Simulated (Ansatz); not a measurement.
ZnO:
```
ZnO
1.0
    5.57998     0.00000     0.00000
    0.00000     5.57998     0.00000
    0.00000     0.00000     5.57998
Zn O
6 6
Direct
  0.25000   0.00000   0.50000
  0.75000   0.00000   0.50000
  0.50000   0.25000   0.00000
  0.50000   0.75000   0.00000
  0.00000   0.50000   0.25000
  0.00000   0.50000   0.75000
  0.75000   0.50000   0.00000
  0.25000   0.50000   0.00000
  0.00000   0.75000   0.50000
  0.00000   0.25000   0.50000
  0.50000   0.00000   0.75000
  0.50000   0.00000   0.25000
```

Relaxed with r²SCAN. Special points in fractions of this cell's reciprocal vectors: Γ (0.000, 0.000, 0.000); X (0.000, 0.500, 0.000); M (0.500, 0.500, 0.000); R (0.500, 0.500, 0.500).

Problem. List the band energies nearest the valence-band maximum at these points for r²SCAN (plane waves, PAW; program Ansatz).

Solution. In eV from the valence-band maximum; about four levels below and three above (degenerate sets whole), none deeper than 8.9 eV; points with the same levels are listed once.

```tsv
k	below	above
Γ	-1.51 -1.51 -1.51 0.00 0.00 0.00	1.38 6.22 7.14 7.14
X	-0.68 -0.68 -0.20 -0.20	3.61 3.61 6.44 6.44
M	-0.85 -0.85 -0.85 -0.85 -0.27	4.53 4.86 5.15 5.15
R	-1.06 -1.06 -1.06 -1.06	6.15 6.15 6.15 6.15 6.15 6.15
```

Space group Pm-3n. The start of the workflow was typed in or built on a structure type; neither database checked (COD, Materials Project) lists it. It is not the phase usual at ambient conditions (space group No. 186). The r²SCAN relaxation kept the symmetry of its start; whether a distortion lowers the energy is not shown.

Potentials: the later of the program's two PAW sets.
